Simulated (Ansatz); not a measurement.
**KTaO3: zone-centre modes**

Theory: DFT PBE, scalar-relativistic, plane waves, PAW (Ansatz 0.2.0). Plane waves to 420 eV; Γ-centred k mesh 8×8×8; fixed occupations. No spin polarisation. Phonons by linear response, acoustic sum rule imposed.

The cell, relaxed at this level:
```
K Ta O
1.0
     4.02438    0.00000    0.00000
     0.00000    4.02438    0.00000
     0.00000    0.00000    4.02438
K Ta O
1 1 3
Direct
  0.50000 0.50000 0.50000
  0.00000 0.00000 0.00000
  0.50000 0.00000 0.00000
  0.00000 0.50000 0.00000
  0.00000 0.00000 0.50000
```

Spin–orbit coupling is left out, which can shift energies with elements as heavy as these.

(1) Is this structure stable against zone-centre distortions?

(2) List the optical modes at Γ without the LO field (i marks imaginary ones).

Answers

(1) No: 3 of the 12 optical modes are imaginary.

(2)
```json
{"frequency (THz)": "2.43i", "degeneracy": "3", "IR intensity of the level ((D/Å)²/amu)": "170.10"}
{"frequency (THz)": "5.33", "degeneracy": "3", "IR intensity of the level ((D/Å)²/amu)": "13.89"}
{"frequency (THz)": "7.92", "degeneracy": "3", "IR intensity of the level ((D/Å)²/amu)": "0.00"}
{"frequency (THz)": "15.09", "degeneracy": "3", "IR intensity of the level ((D/Å)²/amu)": "57.82"}
```

Cost: 1 run of about 1.7 core-minutes, on Intel Xeon 6975P-C (Granite Rapids) (shared hosts).